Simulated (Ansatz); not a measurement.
CaTl (CsCl type, Pm-3m), DFT-PBE in the program Ansatz with PAW potentials, all energies at zero smearing, with the estimated change up to a 700 eV cutoff added, with one set of potentials and settings (totals compare only within such a set). Cell of 2 atoms (1 Ca, 1 Tl): -13261.897 eV.

```json
[
 {"element": "Ca", "reference phase": "Fm-3m, 1 atoms in the cell", "E (eV/atom)": "-1816.8597"},
 {"element": "Tl", "reference phase": "P6_3/mmc, 2 atoms in the cell", "E (eV/atom)": "-11444.1498"}
]
```

Formation energy per atom, worked out: (-13261.897 − 1×(-1816.8597) − 1×(-11444.1498))/2 = -0.444 eV/atom (-43 kJ per mol of atoms), at 0 K, without zero-point energy or fitted corrections.

The workflow started from an entry of the Crystallography Open Database (COD). Its standing as an ambient phase is unchecked. The cell was relaxed with PBE under the symmetry of its start; whether a distortion lowers the energy is not shown. The references are the lowest solids computed at this level, not always the standard phases. Spin–orbit coupling is left out wherever it is not named.

Potentials: the later of the program's two PAW sets.
